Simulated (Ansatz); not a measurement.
BePd (Pm-3m), a film clamped to a substrate

Level of theory: DFT r2SCAN, scalar-relativistic, plane waves, PAW (Ansatz 0.2.0). Cutoff 500 eV, Γ-centred 16×16×16 k-points, Gaussian smearing of 0.15 eV. No spin polarisation. Energies are free energies at this smearing, counted from the undisturbed cell; pressure is positive in compression.

The starting cell (as given, not relaxed at this level; it stands at -0.1 GPa, and it needn't be the usual structure):

```
Be Pd
1.0
     2.81300    0.00000    0.00000
     0.00000    2.81300    0.00000
     0.00000    0.00000    2.81300
Be Pd
1 1
Direct
  0.00000 0.00000 0.00000
  0.50000 0.50000 0.50000
```

The cell (2 atoms, V0 = 22.26 Å³) is strained by p along both x and y and by q along z, fractional coordinates fixed. τp = (1/V0) ∂E/∂p = (σxx + σyy)(1 + p)(1 + q) and τq = (1/V0) ∂E/∂q = σzz(1 + p)², with tension positive.

```
     p q  ΔE (meV/atom)  τp (GPa)  τq (GPa)
 0.000   0.000           0.00      0.22      0.11
-0.015   0.000           5.90    -11.79     -5.57
 0.015   0.000           5.92     10.97      5.00
 0.000  -0.015           1.62     -4.92     -3.46
 0.000   0.015           1.54      5.58      2.74
```

Q: Get the second derivatives of the energy density.

A: Central differences give A = ∂τp/∂p = 759 GPa (C11 + C22 + 2 C12), C = ∂τq/∂q = 207 GPa (C33) and the cross term B = ∂τq/∂p = 352 GPa (C13 + C23); ∂τp/∂q = 350 GPa must equal B, and any difference shows higher-order terms. The ions are clamped. In a cubic crystal C11 = C = 207, C12 = B/2 = 176 GPa and A should be 2(C11 + C12) = 765 GPa; the bulk modulus is (C11 + 2 C12)/3 = 186 GPa.

Q: A film of this crystal grows with z along the normal on a substrate that imposes p. How does its thickness respond, and what does the misfit cost?

A: Count p and q from the stress-free cell. A free surface needs τq = 0, so q = −(B/C) p = -1.70 p. The energy density left is (A − B²/C) p²/2 = M p², with the biaxial modulus M = 79 GPa (a small difference of large numbers, so errors of a few per cent in A, B and C become tens of per cent in M); a misfit of 1 % costs 0.55 meV/atom, against 2.64 meV/atom if the thickness were held.

In a metal these slopes depend on the k mesh and the smearing.